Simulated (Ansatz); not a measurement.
A geometry of SnTe away from equilibrium: step 4 of the relaxation of a generated cell, SnTe built in the cinnabar structure type. Method: PBEsol (plane waves to 420 eV, PAW, scalar-relativistic; Ansatz, an electronic-structure program). Γ-centred k-mesh 6×6×2 on the run's cell (coarser than for final values), Fermi–Dirac smearing 0.05 eV. The plane waves were selected for a different cell earlier on the path.

```xyz
6
Lattice="4.6152 0.0000 0.0000 -2.3076 3.9969 0.0000 0.0000 0.0000 11.0950" Properties=species:S:1:pos:R:3 pbc="T T T"
Sn     3.2979     0.0000     7.3967
Sn    -1.6490     2.8561     3.6983
Sn     0.6586     1.1408     0.0000
Te     2.8112     0.0000     1.8492
Te    -1.4056     2.4345     9.2459
Te     0.9020     1.5623     5.5475
```

**Question.** Give the Cartesian forces on all atoms (eV/Å).

**Answer.** 
| atom | Fx | Fy | Fz |
|---|---|---|---|
| Sn1 | -0.05 | 0.00 | 0.00 |
| Sn2 | 0.02 | -0.04 | 0.00 |
| Sn3 | 0.02 | 0.04 | 0.00 |
| Te4 | 0.82 | 0.00 | 0.00 |
| Te5 | -0.41 | 0.71 | 0.00 |
| Te6 | -0.41 | -0.71 | 0.00 |

The path ends in Fm-3m (No. 225) (rock salt type). No spin polarisation in the result.

The run could not lose the symmetry of its start; a randomly shaken copy of 4 atoms returns to this structure.
